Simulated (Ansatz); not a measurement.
**TiAg2, a known structure type with other elements, at an estimated volume**

```
Ag Ti
1.0
     3.19983    0.00000    0.00000
    -1.59991    2.77113    0.00000
     0.00000    0.00000    5.72424
Ag Ti
2 1
Direct
  0.33330 0.66670 0.25000
  0.66670 0.33330 0.75000
  0.00000 0.00000 0.00000
```

Method: r2SCAN, no spin polarisation; PAW, plane waves to 500 eV, 12×12×6 Γ-centred mesh, fermi-dirac occupations (width 0.1 eV) (Ansatz 0.2.0), atoms fixed.

**Charges.** Bader charges in e: Ti +1.38, Ag -0.69. In the mean Ti gives up most and Ag takes most.
**Formation energy.** 1.30 eV an atom against the elements' usual phases (free molecules for gases, crystals otherwise, with no correction for O₂ or N₂), so at this geometry it isn't bound against them. Relaxing would lower it.
**Electronic structure.** It is a metal, with about 1.6 states/eV a cell as the mean within 0.25 eV of the Fermi level, mostly Ti d (67 %).
**Contacts.** Ag–Ti at 2.34 Å: least valence density 0.54 e/Å³ and ELF 0.23 there. Both are smooth PAW fields, read partly inside the augmentation spheres.
**Stress.** The pressure is 39.7 GPa (compression positive), so with the atoms held at these fractions the cell would first expand; the forces are large, so a full relaxation may end otherwise. The principal stresses 36.2, 36.2, 46.7 GPa differ, so its shape would change too.

Origin: a known structure type with other elements, at an estimated volume, so it need not be a known compound. Caveats: atoms or cell far from equilibrium.
